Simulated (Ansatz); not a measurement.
Here is the system:

Relaxed Ta (bcc, W type):

```xyz
2
Lattice="-3.2819 3.2819 3.2819 1.6410 -1.6410 1.6410 1.6410 1.6410 -1.6410" Properties=species:S:1:pos:R:3 pbc="T T T"
Ta     0.0000     0.0000     0.0000
Ta    -1.6410     1.6410     1.6410
```

In this cell atom 1 (Ta, nearest neighbour Ta at 2.842 Å; its periodic images, 2.8 Å or more away, move with it) is moved by s along Cartesian [110], unit vector (0.707, 0.707, 0.000); all other atoms and the cell stay fixed.

Computed with PBEsol (plane waves to 420 eV, PAW, scalar-relativistic; Ansatz, an electronic-structure program). k mesh 8×16×16 (Γ-centred), Fermi-Dirac smearing 0.05 eV. Energies are smeared free energies. With partly filled bands, energies and forces of such displacements shift with the k mesh and the smearing. Spin-orbit coupling is left out, though Ta is heavy. Ta is run without spin polarisation. Ta was relaxed with its symmetry unable to fall. The PAW data are Ansatz's earlier set. The zero of ΔE is the undisplaced structure.

The scan covers s from -0.280 to 0.280 Å in 11 points.

Is this a single well or a double well?

A single well with its minimum at or next to zero displacement.

Is the energy the same for equal positive and negative displacements?

Even: the same for both signs. With its periodic images moving along, the atom's site symmetry in this cell is mmm.

What is the force constant k = d²E/ds² of this move at s = 0?

5.65 eV/Å².

(For displaced atoms, the force is minus the slope of the energy, and its curvature is a force constant, which sets phonon frequencies.)
